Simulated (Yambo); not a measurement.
Input:

```xyz
12
Lattice="6.1011 0.0000 0.0000 0.0000 3.9234 0.0000 0.0000 0.0000 7.8328" Properties=species:S:1:pos:R:3 pbc="T T T"
H      0.0000     0.0413     7.3168
H      0.0000     3.8821     3.4004
H      3.0506     3.4331     3.9089
H      3.0506     0.4903     7.8253
Li     1.5243     1.9493     1.9466
Li     4.5768     1.9741     5.8630
Li     4.5768     1.9493     1.9466
Li     1.5243     1.9741     5.8630
S      0.0000     0.0124     5.9748
S      0.0000     3.9111     2.0585
S      3.0506     2.0911     3.9132
S      3.0506     1.8324     7.8296
```

Workflow: norm-conserving PBEsol (Quantum ESPRESSO, 74 Ry, no spin-orbit coupling), then G0W0 in Yambo (2×4×1 Γ-centred k mesh, bands 5 to 257 and a 7 Ry block in the screening, 257 bands in G with the Bruneval-Gonze terminator, plasmon pole fitted at 27.2 eV).

Task: Give the PBEsol and G0W0 gaps between the band edges found on this mesh, and say where the edges lie.

Result: Edges: Γ → Γ. PBEsol: 3.37 eV; G0W0: 5.80 eV. Nearest settings tried, and what they do to the gap: 162 bands in W, 162 bands in G: -16 meV; 6 Ry block (319 vectors against 395): -30 meV; 1×2×1 mesh: -195 meV. So the settings aren't converged at that level. The k mesh is coarse. 

Geometry of the Materials Project entry, not relaxed at this level.
